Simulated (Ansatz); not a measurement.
SrO:
Space group Fm-3m (No. 225); a = 5.122 Å, b = 5.122 Å, c = 5.122 Å, α = 90.00°, β = 90.00°, γ = 90.00°

| atom | site | symmetry | x | y | z |
|---|---|---|---|---|---|
| Sr | 4b | m-3m | 0.5000 | 0.5000 | 0.5000 |
| O | 4a | m-3m | 0.0000 | 0.0000 | 0.0000 |
(The calculation used a cell of 2 atoms; values per cell refer to that cell.)

Relaxed with PBEsol.

Task: Give the optical modes at the zone centre with their infrared activity from DFPT, plane-wave PAW PBEsol (Ansatz code).

Result: Transverse frequencies, without the LO–TO term; a row sums one degenerate level.

```json
[
 {"ω (cm⁻¹)": "203", "degeneracy": "3", "IR ((D/Å)²/amu)": "30.89", "activity": "IR", "symmetry": "T1u"}
]
```

Task: How high does the top mode go among those that the LO–TO term moves?

Result: 458 cm⁻¹ for q along x.

Symmetry was held in the PBEsol relaxation; phonons on a q-mesh show no instability.

Potentials: the later of the program's two PAW sets.
